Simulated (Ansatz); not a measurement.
CsAu (CsCl type, Pm-3m), a = 4.2741 Å, b = 4.2741 Å, c = 4.2741 Å, α = 90.00°, β = 90.00°, γ = 90.00°.

Relaxed with r²SCAN. Plane-wave PAW r²SCAN (Ansatz code) gives a gap of 1.32 eV.

What gap does HSE06 give on the same cell (Ansatz, PAW)?

1.17 eV, -0.15 eV more. The hybrid was solved on a coarser mesh and at special points; the gap given is the minimum over both.

```tsv
k	v1 r²SCAN	c1 r²SCAN	v1 HSE06	c1 HSE06
Γ	-2.18	4.36	(withheld)	(withheld)
R	0.00	1.88	(withheld)	(withheld)
M	-1.15	3.85	(withheld)	(withheld)
X	-0.91	1.32	-1.16	1.17
```

Top valence (v1) and lowest conduction level (c1) in eV from each method's valence maximum (which need not be a listed point): supply the withheld HSE06 values.


- M, v1 HSE06: -1.48
- M, c1 HSE06: 3.84
- Γ, v1 HSE06: -3.17
- Γ, c1 HSE06: 4.40
- R, v1 HSE06: 0.00
- R, c1 HSE06: 1.82

Cost on shared cores: the r²SCAN run (SCF on a 7×7×7 mesh, then bands and DOS) about 22 core-seconds (a rough figure), the HSE06 run (SCF on 5×5×5, then a few points) very roughly 110 core-seconds; the tasks are unlike.

The workflow started from a Materials Project entry (that database holds measured and hypothetical structures alike); the Crystallography Open Database files this formula in space group No. 221, but the cells were not matched. Its standing as an ambient phase is unchecked. The cell was relaxed with r²SCAN under the symmetry of its start; whether a distortion lowers the energy is not shown. Spin–orbit coupling is left out wherever it is not named.

Potentials: the later of the program's two PAW sets.
